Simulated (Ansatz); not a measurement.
The start is a relaxed NaI cell with every coordinate shifted by Gaussian noise of σ = 0.3 Å. A full variable-cell relaxation at zero pressure is run with PBE (plane waves to 420 eV, PAW, scalar-relativistic; Ansatz, a first-principles code). The first steps use a coarse 6×6×6 k-mesh.

Starting cell:
```
NaI
1.0
    0.00000     3.26476     3.26476
    3.26476     0.00000     3.26476
    3.26476     3.26476     0.00000
Na I
1 1
Direct
  0.10236   0.05946   0.97568
  0.38038   0.54219   0.64917
```

**Question.** How large is the pressure on the unrelaxed cell, and of which sign?

**Answer.** +4.7 GPa (positive: the cell is compressed).

**Question.** By how much does the energy per atom fall from start to end?

**Answer.** 0.27 eV/atom.

**Question.** Is the parent structure recovered?

**Answer.** It returns to the parent structure, Fm-3m (No. 225).

**Question.** What band gap does the relaxed structure have at this level?

**Answer.** 3.58 eV, direct at Γ (no spin-orbit coupling).

The end point of the relaxation:

```cif
data_I4Na4
_chemical_formula_sum 'Na4 I4'
_space_group_name_H-M_alt 'Fm-3m'
_space_group_IT_number 225
_space_group_name_Hall '-F 4 2 3'
_cell_length_a 6.52964
_cell_length_b 6.52964
_cell_length_c 6.52964
_cell_angle_alpha 90.000
_cell_angle_beta 90.000
_cell_angle_gamma 90.000
loop_
_atom_site_label
_atom_site_type_symbol
_atom_site_symmetry_multiplicity
_atom_site_Wyckoff_symbol
_atom_site_fract_x
_atom_site_fract_y
_atom_site_fract_z
_atom_site_occupancy
Na1 Na 4 b 0.50000 0.50000 0.50000 1
I1 I 4 a 0.00000 0.00000 0.00000 1
```
(The calculation used a cell of 2 atoms; values per cell refer to that cell.)

Final values are on a 9×9×9 k-mesh of the relaxed cell. No spin polarisation in the result.
